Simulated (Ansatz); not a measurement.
TaN (rock salt)

```
TaN
1.0
    0.00000     4.37460     4.37460
    2.18730     0.00000     2.18730
    2.18730     2.18730     0.00000
N Ta
2 2
Direct
  0.00000   0.00000   0.00000
  0.50000   0.00000   0.00000
  0.25000   0.50000   0.50000
  0.75000   0.50000   0.50000
```

In each cell atom 1 (N, nearest neighbour Ta at 2.187 Å; its periodic images, 3.1 Å or more away, move with it) moves by s·(1.000, 0.000, 0.000) (along Cartesian x), the rest being held.

All values below come from PBEsol (plane waves to 420 eV, PAW, scalar-relativistic; Ansatz, an electronic-structure program). k mesh 15×15×15 (Γ-centred), Fermi-Dirac smearing 0.05 eV. E stands for the smeared free energy. With partly filled bands, energies and forces of such displacements shift with the k mesh and the smearing. Spin-orbit coupling is left out, though Ta is heavy. TaN is run without spin polarisation. TaN was relaxed with its symmetry unable to fall. The PAW data are Ansatz's earlier set. This is a high-temperature form of TaN. ΔE is measured from the undisplaced structure.

The scan covers s from -0.220 to 0.220 Å in 11 points.

### Question
Is the energy the same for equal positive and negative displacements?

### Answer
Even: the same for both signs. With its periodic images moving along, the atom's site symmetry in this cell is -3m.

### Question
What is the force constant k = d²E/ds² of this move at s = 0?

### Answer
12.5 eV/Å².

(A displaced cell: forces are minus the slopes of the energy, force constants its curvatures, and phonons follow from these.)
